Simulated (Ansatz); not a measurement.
Relaxed-ion elastic tensor of SnS (zinc blende, space group No. 216) in GPa (Voigt order), DFT-PBEsol in the program Ansatz with PAW potentials; density 3.79 g/cm³, 33.06 Å³ per atom.

```
 33.1   37.6   37.6    0.0    0.0    0.0
 37.6   33.1   37.6    0.0    0.0    0.0
 37.6   37.6   33.1    0.0    0.0    0.0
  0.0    0.0    0.0  -15.8    0.0    0.0
  0.0    0.0    0.0    0.0  -15.8    0.0
  0.0    0.0    0.0    0.0    0.0  -15.8
```

### Question
Is the crystal mechanically stable?

### Answer
No: the smallest eigenvalue of C is -15.8 GPa.

Space group F-43m (zinc blende). The first step of the workflow began from a Materials Project structure, measured or hypothetical; the Crystallography Open Database copy checked does not list it. It is not the phase usual at ambient conditions (space group No. 62). The cell was relaxed with PBEsol under the symmetry of its start. At this level the phase is mechanically unstable. As this level gives no gap, shear constants depend on the k-mesh and smearing (Fermi–Dirac, 0.1 eV here). Spin–orbit coupling is left out wherever it is not named.

Potentials: the later of the program's two PAW sets.
